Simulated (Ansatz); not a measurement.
**Ionic part of the dielectric constant of PbF₂, mode by mode**

The calculation used DFT PBE+D3(BJ), scalar-relativistic, plane waves, PAW (Ansatz 0.2.0). Plane waves to 420 eV; Γ-centred k mesh 8×8×8; fixed occupations. No spin polarisation. Phonons by linear response, acoustic sum rule imposed.

Symmetry: Fm-3m, No. 225, cubic system. Conventional cell: a = 5.962 Å, b = 5.962 Å, c = 5.962 Å, α = 90.00°, β = 90.00°, γ = 90.00°. Pb (site symmetry m-3m) has 8 F at 2.58 Å as nearest neighbours. F (site symmetry -43m) has 4 Pb at 2.58 Å as nearest neighbours.

Spin–orbit coupling is left out, which matters for heavy elements.

The primitive cell has V = 52.99 Å³ and ε∞,zz = 3.310. Each polar mode adds Δε = (4.92064×10⁷/V)·S/ν² along z, with S its oscillator strength in e²/amu, ν in cm⁻¹ and V in Å³.

**Question.** From these modes, find each Δε and ε0,zz.
```
ν (cm⁻¹) S_zz (e²/amu)
   105.9         0.3157
```

**Answer.**
```
ν (cm⁻¹)     Δε
   105.9  26.14
```

The sum is 26.145, so ε0,zz = 29.46; the run's tensor has 29.45.

**Question.** Where do the longitudinal modes lie for a wave vector along z?

**Answer.** At 316 cm⁻¹. The Lyddane–Sachs–Teller product Π(ν_LO/ν_TO)² = 8.90 matches ε0/ε∞ = 8.90.

Cost: 1 run of about 1.4 core-minutes, on Arm Neoverse N1 (shared hosts).